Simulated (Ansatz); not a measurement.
## Relaxing tellurium (diamond)

Computed with Ansatz, DFT, BLYP, plane waves (420 eV) with PAW, scalar-relativistic. (PAW data from PBE, frozen cores regenerated.)

k-point mesh 8×8×8, Fermi-Dirac smearing 0.1 eV, no spin polarisation. Cell and atoms relax.

Starting structure:

```cif
data_structure
_symmetry_space_group_name_H-M 'P 1'
_symmetry_Int_Tables_number 1
_cell_length_a 4.7930
_cell_length_b 4.7930
_cell_length_c 4.7930
_cell_angle_alpha 60.000
_cell_angle_beta 60.000
_cell_angle_gamma 60.000
_cell_volume 77.86
loop_
_atom_site_label
_atom_site_type_symbol
_atom_site_fract_x
_atom_site_fract_y
_atom_site_fract_z
_atom_site_occupancy
Te1 Te 0.12500 0.12500 0.12500 1
Te2 Te 0.87500 0.87500 0.87500 1
```

The pressure at the start is 9.7 GPa. By how much does the volume change?

From 38.93 to 50.14 Å³ per atom, 28.8 %. The final cell has a = 7.375 Å.

How much energy does the relaxation gain?

271.8 meV per atom.

Path of the relaxation (the plane waves are chosen anew near the end, which can shift the energy a little):

```csv
step,E − E(final) (meV/atom),V (Å³/atom),P (GPa),max force (eV/Å)
0,271.81,38.929,9.68,0.000
1,47.51,44.905,3.13,0.000
2,5.49,48.454,0.84,0.000
3,1.41,49.900,0.11,0.000
4,1.35,50.136,0.00,0.000
5,0.00,50.136,0.04,0.000
```
